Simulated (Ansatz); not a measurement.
# Ga$_{3}$Sb: do energies and stresses tell the same story?

Method: DFT r2SCAN, scalar-relativistic, plane waves, PAW in Ansatz 0.2.0.

Cutoff 500 eV; k points 14×14×14 on the computed 4-atom cell (Γ-centred); Gaussian smearing, width 0.10 eV; no spin polarisation.

Relaxed cell: I4/mmm, a = 3.991 Å, b = 3.991 Å, c = 10.784 Å, α = 90.00°, β = 90.00°, γ = 90.00°, 4 atoms in the primitive cell. Whether it is the stable form of this composition wasn't checked.

Energies at zero smearing and pressures from the stress tensor, at volumes with shape and atoms relaxed:
```json
{"V (Å³/atom)": "20.181", "E − E(first) (meV/atom)": "0.00", "P (GPa)": "3.35"}
{"V (Å³/atom)": "20.825", "E − E(first) (meV/atom)": "-9.68", "P (GPa)": "1.53"}
{"V (Å³/atom)": "21.469", "E − E(first) (meV/atom)": "-12.64", "P (GPa)": "0.00"}
{"V (Å³/atom)": "22.113", "E − E(first) (meV/atom)": "-10.51", "P (GPa)": "-1.01"}
{"V (Å³/atom)": "22.757", "E − E(first) (meV/atom)": "-4.54", "P (GPa)": "-1.99"}
```

Check P = −dE/dV between neighbouring volumes, and get the bulk modulus from the pressures alone.

With 1 eV/Å³ = 160.2 GPa:
```csv
middle V (Å³/atom),−ΔE/ΔV (GPa),mean P (GPa)
20.503,2.407,2.436
21.147,0.736,0.761
21.791,-0.529,-0.508
22.435,-1.487,-1.502
```

The two differ by 0.03 GPa at most. The mean of two end pressures misses the average over a step by about ΔV² P″/12, up to 0.04 GPa here; with that taken off 0.03 GPa remains, from the smearing term (the stress is the derivative of the free energy), the finite cutoff, the mesh or the relaxation's tolerance. Around V = 21.469 Å³/atom, the two neighbours give B = −V ΔP/ΔV = 21.469 × 2.54 / 1.288 = 42.3 GPa, against B0 = 41.8 GPa from the Birch–Murnaghan fit of the energies.